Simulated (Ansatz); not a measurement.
## Magnetic states of K2MnSe2

```
CELL_PARAMETERS angstrom
-3.58300 6.59650 3.22000
3.58300 -6.59650 3.22000
3.58300 6.59650 -3.22000
ATOMIC_POSITIONS crystal
K 0.14639 0.33930 0.48569
K 0.85361 0.66070 0.51431
K 0.35361 0.83930 0.19291
K 0.64639 0.16070 0.80709
Mn 0.25000 0.25000 0.00000
Mn 0.75000 0.75000 0.00000
Se 0.89408 0.19827 0.09235
Se 0.10592 0.80173 0.90765
Se 0.60592 0.69827 0.30419
Se 0.39408 0.30173 0.69581
```

All energies were calculated with Ansatz 0.2.0 (r2SCAN; 500 eV; 5×5×5 Γ-centred mesh; fermi-dirac occupations of width 0.050 eV). The atoms are fixed and numbered as listed; spin is collinear, without spin-orbit coupling.

The cycle has several fixed points for this cell. Moments (μB):

| state | Mn5 | Mn6 | other atoms together | size of the net moment a cell |
| --- | --- | --- | --- | --- |
| A | 4.30 | 4.30 | 0.31 | 10.00 |
| B | 0.00 | 0.00 | 0.00 | 0.00 |
| C | 4.22 | -4.22 | 0.00 | 0.00 |

Site moments are taken in small spheres that don't touch (radius about 0.4 of the atom's shortest bond), so those of the magnetic atoms read low, and they needn't add up to the net moment. State B was run without spin polarisation.

Which state has the lowest energy at zero smearing, and how far up are the others?

State C (antiparallel, compensated) is lowest; A (parallel moments) lies 31 meV above it, B (without moments) lies 778 meV above it, all counted an atom of the cell.

Which states have a gap on the mesh, and what pressure does each exert on this cell?

A: gap 1.88 eV, 0.1 GPa; B: no gap, -4.9 GPa; C: gap 2.60 eV, -0.5 GPa (positive in compression). Moments take up room: without them the pressure is lower, so that state wants a smaller cell.

What do states A and C say about the exchange?

Between A and C the moments keep their size (4.30 against 4.22 μB in the mean), so the difference mostly measures the exchange between the flipped sites: the antiparallel order gains 155 meV for each Mn atom. The nearest flipped pair stands 3.22 Å apart. Flipped pairs are linked through Se; the widest Mn–Se–Mn angle among the nearer links is 78°, at 3.22 Å between the metal atoms.

What does magnetism gain here?

778 meV an atom of the cell, or 3891 meV for each Mn atom, against state B, which has none. A run without spin would miss this and give wrong energies and forces. That state isn't the paramagnet, which keeps its moments, so this is no ordering energy.

The cell is that of a Crystallography Open Database entry, unchanged.

Caveats: only orders that fit this cell and collinear spins were tried, so the true order may need a larger cell or canted moments; atoms and cell are not relaxed, and each state would relax in its own way; semilocal functionals without U often misplace the states of 3d oxides, halides and chalcogenides; the k mesh is coarse, so differences of a few meV are uncertain where a state is a metal; one start a pattern, so a lower state of the same pattern may exist.
